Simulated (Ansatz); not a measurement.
Values for one crystal, relaxed and computed with the program Ansatz at the PBE level (PAW); other levels are named.

| Item | Result |
|---|---|
| Volume per atom | 19.95 Å³ |
| Band gap | 0.53 eV (direct) |
| Valence-band maximum | at Γ |
| Hole effective mass, band 3 of 3 at the edge | 0.39 along [100], 0.33 along [110], 0.31 along [111] (mₑ) |
| Conduction-band minimum | at Γ |
| Bulk modulus (Birch–Murnaghan fit) | 48.7 GPa |
| Electron effective mass | 0.22 mₑ (isotropic) |

### Question
Which of these materials gives this?
A. CuCl, zinc blende
B. CuI, zinc blende
C. GaN, zinc blende
D. BeTe, zinc blende

### Answer
A, CuCl, zinc blende

Space group F-43m (zinc blende). Symmetry was held in the PBE relaxation. The run is not spin-polarised.

Potentials: the later of the program's two PAW sets.
